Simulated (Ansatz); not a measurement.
Values for one crystal, relaxed and computed with PBEsol in the plane-wave PAW code Ansatz; other levels are named.

| Quantity | Result |
|---|---|
| Volume per atom | 33.66 Å³ |
| Band gap | 5.23 eV (direct) |
| Formation energy from the elements (no fitted shifts) | -1.96 eV/atom |
| Electron effective mass, band 2 of 2 at the edge | 0.35 along [100], 0.43 along [110], 0.55 along [111] (mₑ) |
| Conduction-band minimum | at Γ |
| Electron effective mass, band 1 of 2 at the edge | 1.3 along [100], 0.77 along [110], 0.55 along [111] (mₑ) |
| Bulk modulus (Birch–Murnaghan fit) | 18.5 GPa |

Pick the material that matches.
A) ZnF2, rutile
B) K2S, anti-fluorite
C) CsCl, CsCl type
D) KCl, rock salt

C, CsCl, CsCl type

Space group Pm-3m (CsCl type). The cell was relaxed with PBEsol under the symmetry of its start. The references are the lowest solids computed at this level, not always the standard phases (solids in place of the gases). Scalar-relativistic: spin–orbit coupling is off unless named, which matters more the heavier the elements.

Potentials: the later of the program's two PAW sets.
